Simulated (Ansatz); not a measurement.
**Data sheet: SnSe$_{2}$ (DFT)**

SnSe₂:
```cif
data_Se6Sn3
_chemical_formula_sum 'Sn3 Se6'
_space_group_name_H-M_alt 'R3m :H'
_space_group_IT_number 160
_space_group_name_Hall 'R 3 -2"'
_cell_length_a 3.78179
_cell_length_b 3.78179
_cell_length_c 18.35850
_cell_angle_alpha 90.000
_cell_angle_beta 90.000
_cell_angle_gamma 120.000
loop_
_atom_site_label
_atom_site_type_symbol
_atom_site_symmetry_multiplicity
_atom_site_Wyckoff_symbol
_atom_site_fract_x
_atom_site_fract_y
_atom_site_fract_z
_atom_site_occupancy
Sn1 Sn 3 a 0.00000 0.00000 0.00015 1
Se1 Se 3 a 0.00000 0.00000 0.75948 1
Se2 Se 3 a 0.00000 0.00000 0.57368 1
```
(The calculation used a cell of 3 atoms; values per cell refer to that cell.)

Space group R3m (No. 160); conventional cell a = b = 3.782 Å, c = 18.358 Å, α = β = 90.00°, γ = 120.00°.

Method: the program Ansatz at the r²SCAN+D4 level (PAW). Geometry: relaxed at this level of theory. Other levels are named where they apply.

**Cell and energy**

```
Item                                                           Value
-----------------------------------------------------  -------------
Volume per atom                                             25.27 Å³
Density                                                   6.06 g/cm³
Formation energy from the elements (no fitted shifts)  -0.17 eV/atom
```

**Electronic structure**

```
Item                                                                         Value
------------------------------------  --------------------------------------------
Electronic character                                             metallic (no gap)
Density of states at the Fermi level  0.24 states/eV per atom (mean over ±0.08 eV)
```

**Charges**

```
Quantity                              Result
-------------  -----------------------------
Bader charges  Sn +1.23, Se -0.62 to -0.61 e
```

A made-up cell: these elements were put on the sites of a structure type; neither database checked (COD, Materials Project) lists it. COD files the formula under space group No. 164, 217. Whether it is the stable phase at ambient conditions was not checked. The r²SCAN+D4 relaxation kept the symmetry of its start; whether a distortion lowers the energy is not shown. The references are the lowest solids computed at this level, not always the standard phases. Spin–orbit coupling is left out wherever it is not named.

Potentials: the earlier of the program's two PAW sets.
